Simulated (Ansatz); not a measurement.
Computed with DFT PBE, scalar-relativistic, plane waves, PAW in Ansatz 0.2.0. Cutoff 420 eV, Γ-centred meshes of about 0.25 Å⁻¹ or finer for metals and 0.3 Å⁻¹ for insulators (2π included), Gaussian smearing. No spin polarisation.

All energies are static (0 K, no zero-point motion).

Compare these two cells of Bi6Te, each relaxed at this level.

A.

```cif
data_structure
_symmetry_space_group_name_H-M 'P6/mmm'
_symmetry_Int_Tables_number 191
_cell_length_a 9.2262
_cell_length_b 9.2262
_cell_length_c 3.2541
_cell_angle_alpha 90.000
_cell_angle_beta 90.000
_cell_angle_gamma 120.000
_cell_volume 239.88
loop_
_atom_site_label
_atom_site_type_symbol
_atom_site_symmetry_multiplicity
_atom_site_Wyckoff_symbol
_atom_site_fract_x
_atom_site_fract_y
_atom_site_fract_z
_atom_site_occupancy
Bi1 Bi 6 l 0.21388 0.78612 0.00000 1
Te1 Te 1 a 0.00000 0.00000 0.00000 1
```

B.

```cif
data_structure
_symmetry_space_group_name_H-M 'P-3m1'
_symmetry_Int_Tables_number 164
_cell_length_a 4.4653
_cell_length_b 4.4653
_cell_length_c 14.2336
_cell_angle_alpha 90.000
_cell_angle_beta 90.000
_cell_angle_gamma 120.000
_cell_volume 245.78
loop_
_atom_site_label
_atom_site_type_symbol
_atom_site_symmetry_multiplicity
_atom_site_Wyckoff_symbol
_atom_site_fract_x
_atom_site_fract_y
_atom_site_fract_z
_atom_site_occupancy
Bi1 Bi 2 c 0.00000 0.00000 0.28309 1
Bi2 Bi 2 d 0.33333 0.66667 0.43337 1
Bi3 Bi 2 d 0.33333 0.66667 0.85327 1
Te1 Te 1 a 0.00000 0.00000 0.00000 1
```

Question: Which is lower in energy, and by how much?

Answer: B is lower, by 20 meV/atom. A has space group P6/mmm (No. 191), 34.3 Å³/atom and no gap on its mesh; B has space group P-3m1 (No. 164), 35.1 Å³/atom and no gap. Counting Bi atoms around Te (those within 1.25 times the shortest such distance or 1.15 times the sum of covalent radii, 1.27 where that leaves under three; a plus sign parts nearer from farther groups; the shortest distance is added where it exceeds 1.18 times the sum of covalent radii), A has Te 6 from 3.4 Å and B has Te 6+2. Even the lower one lies +0.04 eV/atom against the reference forms of the elements (uncorrected), so neither is stable at this level. In A, Bi has 6 Bi at 3.25–3.42 Å and 1 Te at 3.42 Å; Te is surrounded by 2 Te at 3.25 Å and 6 Bi at 3.42 Å. In B, Bi on its first site is surrounded by 6 Bi at 3.23–3.35 Å; Bi on its second site is surrounded by 6 Bi at 3.20–3.35 Å; Te is surrounded by 6 Bi at 3.32 Å and 2 Bi at 4.03 Å; 1 more site not described. Both come from trial cells of a structure search, whose lowest cell (C2/m, 35.8 Å³/atom) lies 39 meV/atom below the lower of the two.

The k mesh leaves some 4 meV/atom of noise in the energy of each metallic cell. Spin–orbit coupling, which can matter for Bi and Te, is left out. With atoms moved at random, A ended within 5 meV/atom of its own energy, in a cell of lower symmetry. With atoms moved at random, B ended within 5 meV/atom of its own energy, in a cell of lower symmetry. Some candidate types were left out of the draw beforehand, so a known form may be missing.
